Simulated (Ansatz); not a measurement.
# HfIn4SiO6 and the effect of the choice of potentials or basis

```
CELL_PARAMETERS angstrom
2.71585 -4.70357 0.00833
2.71585 4.70357 0.00833
-1.87915 0.00000 7.40127
ATOMIC_POSITIONS crystal
Hf 0.78835 0.21165 0.00000
In 0.62175 0.37825 0.50000
In 0.45502 0.54498 0.00000
In 0.28407 0.71593 0.50000
In 0.95814 0.04186 0.50000
Si 0.12168 0.87832 0.00000
O 0.06219 0.11415 0.86666
O 0.88585 0.93781 0.13334
O 0.79490 0.53784 0.86663
O 0.46216 0.20510 0.13337
O 0.15352 0.62879 0.13333
O 0.37121 0.84648 0.86667
```

The cell comes from a database or a generator and needn't be the stable form of this composition.

Kept alike: task single point; functional PBE; k mesh 6 × 6 × 4; occupations fermi-dirac, width 0.05 eV; no spin polarisation. Program: Ansatz. Cutoffs run from 900 to 1240 eV. The mesh is that of the run's cell of 12 atoms. No spin-orbit coupling.

| choice of potentials or basis | pressure (GPa) |
| --- | --- |
| Ansatz NC | 0.07 |
| Ansatz PAW (files of its older set among them) | 0.07 |
| PseudoDojo standard (PBE files) | -0.41 |
| SPMS NC | -0.31 |

Pressure is positive in compression, with a Pulay correction for the finite cutoff. For a metal such a mesh leaves the last digits unconverged.

Q: What does the choice of potentials or basis change here?

A: The pressure runs from -0.41 (PseudoDojo standard (PBE files)) to 0.07 GPa (Ansatz NC; Ansatz PAW (files of its older set among them)).
